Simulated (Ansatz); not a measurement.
The start is a relaxed Nb cell displaced along its unstable phonon at q = Γ (168i cm⁻¹), largest move 0.15 Å. Cell shape, volume and atoms are optimised at zero target pressure with PBE (plane waves to 420 eV, PAW, scalar-relativistic; Ansatz, a quantum-chemistry and plane-wave program). The first steps use a coarse 8×8×12 k-mesh.

The start:
```yaml
crystal:
  lattice:
    - [4.88601, 0.00000, 0.00000]
    - [-2.44301, 4.23141, 0.00000]
    - [0.00000, 0.00000, 2.68186]
  atoms:
    - { symbol: Nb, position: [0.00000, 0.00000, 0.00000] }
    - { symbol: Nb, position: [0.33333, 0.66667, 0.55593] }
    - { symbol: Nb, position: [0.66667, 0.33333, 0.44407] }
```

### Question
What is the largest force in the starting geometry, and on which atom (counted from 1)?

### Answer
1.01 eV/Å, on Nb2, Nb3 (atoms numbered as listed).

### Question
By how much does the energy per atom fall from start to end?

### Answer
0.14 eV/atom.

### Question
Is the parent structure recovered?

### Answer
It does not go back: it reaches Im-3m (No. 229), bcc (W type), 0.20 eV/atom below the parent.

Final values are on a 20×20×20 k-mesh of the relaxed cell. No spin polarisation in the result.

The run could not lose the symmetry of its start.

Of the parent cell (P6/mmm (No. 191)): it is a generated cell of Nb: the first start was made by placing the elements on the sites of a structure type, and the end was not matched to a known phase here, so it may be hypothetical. Known forms of Nb include space group No. 229.
